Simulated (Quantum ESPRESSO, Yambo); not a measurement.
# Levels of theory for the gap of SrHI

SrHI (space group P4/nmm, No. 129): one geometry, one set of PBEsol (Quantum ESPRESSO, PseudoDojo norm-conserving, 72 Ry, with spin-orbit coupling) orbitals, self-energies from Yambo (2×2×1 Γ-centred k mesh, 460 bands and a 7 Ry block in the screening, 460 bands in G with the Bruneval-Gonze terminator, plasmon pole fitted at 27.2 eV).

Cell and atoms were relaxed with PBE+D3(BJ) from Materials Project entry mp-24205, within its symmetry.

```csv
level,gap X → M (eV),direct gap at Γ (eV),rough Yambo cost
PBEsol (Quantum ESPRESSO),3.36,3.80,–
exchange only (Hartree-Fock self-energy on PBEsol orbitals),10.65,11.35,about 1/20 (9 states)
static COHSEX@PBEsol,5.69,6.31,within a factor of two (4 states)
"G0W0@PBEsol, plasmon pole",4.87,5.50,1 (9 states)
```

Bare exchange has no screening and gives the widest gap; static COHSEX screens it but leaves out the frequency dependence, which G0W0 restores. The mesh misses a band edge: along a dense path the PBEsol gap is 2.80 eV against 3.36 eV on the mesh.

Costs are rough ratios of core time on shared machines.

Nearest settings tried, and what they do to the gap: 290 bands in W, 290 bands in G: -13 meV; 6 Ry block (249 vectors against 337): -54 meV. Not varied: mesh. So the settings aren't converged at that level. The k mesh is coarse.
